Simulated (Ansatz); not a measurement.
# Y: clamped-ion strain scan

Computed with Ansatz 0.2.0, DFT PBEsol, scalar-relativistic, plane waves, PAW. Settings: plane waves to 420 eV, k-mesh 16×16×16 (Γ-centred), Gaussian smearing 0.15 eV. No spin polarisation. Energies are free energies at this smearing, counted from the undisturbed cell; pressure is positive in compression.

Reference structure (as given, not relaxed at this level; it stands at 0.2 GPa; this fcc form isn't the usual structure):

```
Y
1.0
     0.00000    2.48500    2.48500
     2.48500    0.00000    2.48500
     2.48500    2.48500    0.00000
Y
1
Direct
  0.00000 0.00000 0.00000
```

The cell is strained by ε times the Voigt pattern (0, 0, 1, 0, 0, 0) (xx, yy, zz, yz, xz, xy; engineering shear) with fractional coordinates fixed. The cell is metallic on the mesh throughout.

```
      ε  ΔE (meV/atom)
-0.1500          163.7
-0.1125           89.2
-0.0750           39.0
-0.0375           10.1
 0.0000            0.0
 0.0375            6.7
 0.0750           28.6
 0.1125           64.0
 0.1312           86.1
 0.1500          111.2
```

Q: Predict the pressure (GPa) at each point.

A:
```tsv
ε	pressure (GPa)
-0.1500	9.2
-0.1125	6.3
-0.0750	3.9
-0.0375	1.9
0.0000	0.2
0.0375	-1.3
0.0750	-2.5
0.1125	-3.6
0.1312	-4.1
0.1500	-4.5
```